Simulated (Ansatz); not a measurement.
**Energy landscape of MgPd**

3 relaxations of MgPd ended in 3 distinct structures. Computed with PBEsol (plane waves to 420 eV, PAW, scalar-relativistic; Ansatz, a program for electronic structure).

```csv
#,space group,Pearson,type,E − E(lowest) (eV/atom),V (Å³/atom),coordination,runs ending here
1,Pm-3m,cP2,CsCl type,0.00,15.54,"Mg 8 (cubic)+6, Pd 8 (cubic)+6",1
2,P4/nmm,tP4,"AFLOW prototype AB_tP4_129_c_c (B11, as in TiCu)",0.24,16.39,–,1
3,P3m1,hP8,–,0.34,17.29,–,1
```

Coordination numbers (neighbours up to the widest gap in distance over summed covalent radii, below 1.35; n+m marks a second, longer set). All are gapless at this level. Pm-3m, cP2, CsCl type is the lowest among the structures calculated here.

Space group Pm-3m (No. 221); a = b = c = 3.1438 Å, α = β = γ = 90.00°

```
atom  site  symmetry       x       y       z
----  ----  --------  ------  ------  ------
Mg      1a      m-3m  0.0000  0.0000  0.0000
Pd      1b      m-3m  0.5000  0.5000  0.5000
```

Each run could gain symmetry but not lose that of its start, so entries can be saddle points. From databases, or of a type measured for this composition: Pm-3m, cP2, CsCl type; the others are generated cells (placed on structure types, drawn at random, substituted or restacked) that were not matched to a known phase here. Energies are at zero temperature and pressure, without zero-point motion. No spin polarisation in the result.
